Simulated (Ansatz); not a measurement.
Polymorphs of InAs, each relaxed with LDA (plane waves, PAW; program Ansatz):

A: rock salt (Fm-3m)
a = b = c = 5.600 Å, α = β = γ = 90.00°

| atom | site | symmetry | x | y | z |
|---|---|---|---|---|---|
| In | 4b | m-3m | 0.5000 | 0.5000 | 0.5000 |
| As | 4a | m-3m | 0.0000 | 0.0000 | 0.0000 |

B: zinc blende (F-43m)
a = b = c = 6.026 Å, α = β = γ = 90.00°

```csv
atom,site,symmetry,x,y,z
As,4c,-43m,0.2500,0.2500,0.2500
In,4a,-43m,0.0000,0.0000,0.0000
```

**Question.** Rank these by energy per atom at 0 K (lowest first), as LDA gives it.

**Answer.** B (+0 meV/atom), A (+133 meV/atom)

Not the usual ambient phase: A. All cells were relaxed under the symmetry of their starts (and spin orders); stability against distortions was not tested throughout. Scalar-relativistic: spin–orbit coupling is off unless named, which matters more the heavier the elements.

Energies hold the estimated change up to a 700 eV cutoff; steps of a few meV lie near the error of the meshes.

Potentials: the later of the program's two PAW sets.
